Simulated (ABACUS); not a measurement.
Input and output of a self-consistent single point for SiNi (Pnma, 8 atoms in the cell; from Materials Project mp-351, changed as shown) (ABACUS).

Computed with PBE, numerical atomic orbitals DZP (confined pseudo-atomic orbitals with Gaussian additions; energy shift 0.01 Ry), PseudoDojo 0.5 standard norm-conserving PBE (tails mended) pseudopotentials in ABACUS.

The change in words: lattice scaled by 0.98. Reference geometry (Pnma):
```
SiNi
1.0
    5.14154     0.00000     0.00000
    0.00000     3.32130     0.00000
    0.00000     0.00000     5.56978
Si Ni
4 4
Direct
  0.82109   0.75000   0.58232
  0.17891   0.25000   0.41768
  0.67891   0.25000   0.08232
  0.32109   0.75000   0.91768
  0.50795   0.25000   0.68852
  0.49205   0.75000   0.31148
  0.99205   0.75000   0.18852
  0.00795   0.25000   0.81148
```

Reference input (self-consistent single point, DFT, PBE, numerical atomic orbitals DZP (confined pseudo-atomic orbitals with Gaussian additions; energy shift 0.01 Ry), PseudoDojo 0.5 standard norm-conserving PBE (tails mended) pseudopotentials): basis = DZP numerical atomic orbitals, energy shift 0.01 Ry; KPT = Gamma 6 10 6 0 0 0; basis_type = lcao; ecutwfc = 100 Ry; smearing_method = fd; smearing_sigma = 0.00734986 Ry; potentials = PseudoDojo 0.5 standard norm-conserving PBE (tails mended); symmetry = 1; symmetry_prec = 1e-05; ks_solver = genelpa; scf_nmax = 100; scf_thr = 1.0e-06. This run's input differs from it in these lines:

```diff
@@ -32,5 +32,5 @@
 LATTICE_VECTORS
-   9.7161024588    0.0000000000    0.0000000000
-   0.0000000000    6.2763473777    0.0000000000
-   0.0000000000    0.0000000000   10.5253587744
+   9.5217800317    0.0000000000    0.0000000000
+   0.0000000000    6.1508204302    0.0000000000
+   0.0000000000    0.0000000000   10.3148508430
 
@@ -42,6 +42,6 @@
 4
-   7.9777945679    4.7072605333    6.1291269215 1 1 1
-   1.7383078909    1.5690868444    4.3962318529 1 1 1
-   6.5963591203    1.5690868444    0.8664475343 1 1 1
-   3.1197433385    4.7072605333    9.6589112401 1 1 1
+   7.8182383662    4.6131153226    6.0065439429 1 1 1
+   1.7035416655    1.5377051075    4.3083069001 1 1 1
+   6.4644316813    1.5377051075    0.8491185214 1 1 1
+   3.0573483504    4.6131153226    9.4657323216 1 1 1
 
@@ -50,6 +50,6 @@
 4
-   4.9352942440    1.5690868444    7.2469200234 1 1 1
-   4.7808082149    4.7072605333    3.2784387511 1 1 1
-   9.6388594443    4.7072605333    1.9842406362 1 1 1
-   0.0772430145    1.5690868444    8.5411181383 1 1 1
+   4.8365881671    1.5377051075    7.1019811024 1 1 1
+   4.6851918646    4.6131153226    3.2128697406 1 1 1
+   9.4460818804    4.6131153226    1.9445556809 1 1 1
+   0.0756981513    1.5377051075    8.3702951621 1 1 1
 # file: KPT
```

Output (repeated stretches shortened):

```
 SELF-CONSISTENT
 -------------------------------------------

                  longest orb rcut (Bohr) = 6.9
   longest nonlocal projector rcut (Bohr) = 1.94
                     search radius (Bohr) = 17.7

                          real space grid = [ 64, 40, 72 ]

                                 init_chg = atomic

 LCAO ALGORITHM --------------- ION=   1  ELEC=   1--------------------------------

 Density error is 0.0460289025945
 E_KohnSham     -1376.0294531330     -18721.8411784328
 E_Fermi        1.1839263143         16.1081438871

 LCAO ALGORITHM --------------- ION=   1  ELEC=   2--------------------------------

   [... lines left out ...]

   [... 5 blocks of this kind left out ...]

 LCAO ALGORITHM --------------- ION=   1  ELEC=   8--------------------------------

 Density error is 2.04217345813e-06
 E_KohnSham     -1376.3358941350     -18726.0105221612
 E_Fermi        1.2156672533         16.5400015174

 LCAO ALGORITHM --------------- ION=   1  ELEC=   9--------------------------------

 Density error is 3.38887456065e-07
 E_KohnSham     -1376.3358941351     -18726.0105221624
 E_KS(sigma->0) -1376.3333704014     -18725.9761850038
 E_entropy(-TS) -0.0050474674        -0.0686743171
 E_Fermi        1.2156661697         16.5399867740
 charge density convergence is achieved
 final etot is -18726.010522 eV
 EFERMI = 16.539986774 eV

 STATE ENERGY(eV) AND OCCUPATIONS    NSPIN == 1
   [... 51 lines left out ...]

 TOTAL-FORCE (eV/Angstrom)
                       Si1         0.1658030045         0.0000000000         0.1388439518
                       Si2        -0.1658030045         0.0000000000        -0.1388439518
                       Si3        -0.1658030045         0.0000000000         0.1388439518
                       Si4         0.1658030045         0.0000000000        -0.1388439518
                       Ni1         0.2128517418         0.0000000000        -0.3046250701
                       Ni2        -0.2128517418         0.0000000000         0.3046250701
                       Ni3        -0.2128517418         0.0000000000        -0.3046250701
   [... lines left out ...]

 TOTAL-STRESS (KBAR)
       220.8326439795        -0.0000000000         0.0000000000
         0.0000000000       206.0981268906         0.0000000000
         0.0000000000         0.0000000000       217.9610739799
 TOTAL-PRESSURE: 214.963948 KBAR

 --------------------------------------------
 !FINAL_ETOT_IS -18726.0105221623634861 eV
 --------------------------------------------
```

The run converged in 9 iterations. Against the reference run the free energy rises by 61.3 meV/atom, the pressure goes from 7.34 to 21.50 GPa and the largest force goes from 0.164 to 0.372 eV/Å.

The atom-centred basis is finite, which shifts total energies, pressures and forces against plane waves. The run has no spin polarisation, so moments on Ni cannot form. The structure comes from a collection of computed structures, made at another level of theory; the collection holds predicted forms beside known ones. At this pressure the cell is far from its equilibrium volume at this level.

Cost on one core: about 30 core-seconds (a rough figure).

The atomic orbitals were generated for these runs; they are not ABACUS's published sets and were checked against plane waves on a few crystals only.

“Tails mended”: in these copies of the files the far tail of each local potential was reset to the Coulomb form.
